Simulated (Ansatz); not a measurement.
Consider the following.

Relaxed SiC (zinc blende):

```
SiC
1.0
    0.00000     4.35634     4.35634
    2.17817     0.00000     2.17817
    2.17817     2.17817     0.00000
C Si
2 2
Direct
  0.37500   0.75000   0.75000
  0.87500   0.75000   0.75000
  0.00000   0.00000   0.00000
  0.50000   0.00000   0.00000
```

The atoms are displaced by Q × the pattern below (from a DFPT mode at L = (0.5, 0.0, 0.0), largest move 1; Q in Å), at fixed cell. It is one choice among 2 degenerate patterns. (q is in reciprocal vectors of the primitive cell; the cell shown is doubled to hold the pattern.)

```csv
atom,x,y,z
C1,-0.285,0.520,-0.805
C2,0.285,-0.520,0.805
Si3,-0.108,0.196,-0.304
Si4,0.108,-0.196,0.304
```

Method: r2SCAN (plane waves to 500 eV, PAW, scalar-relativistic; Ansatz, a first-principles code). k mesh 13×13×13 (Γ-centred), Fermi-Dirac smearing 0.05 eV. The energy includes the smearing's −TS. SiC was relaxed with its symmetry unable to fall. The zero of ΔE is the undisplaced structure.

The scan covers Q from -0.180 to 0.180 Å in 13 points.

Task: Which space group does the distorted structure have?

Result: P1 (No. 1), lowered from F-43m.

Task: What is the energy change at Q = 0.180 Å?

Result: 1165 meV/cell.

Task: What harmonic wavenumber does the curvature at Q = 0 give?

Result: 770 cm⁻¹.

(For displaced atoms, the force is minus the slope of the energy, and its curvature is a force constant, which sets phonon frequencies.)
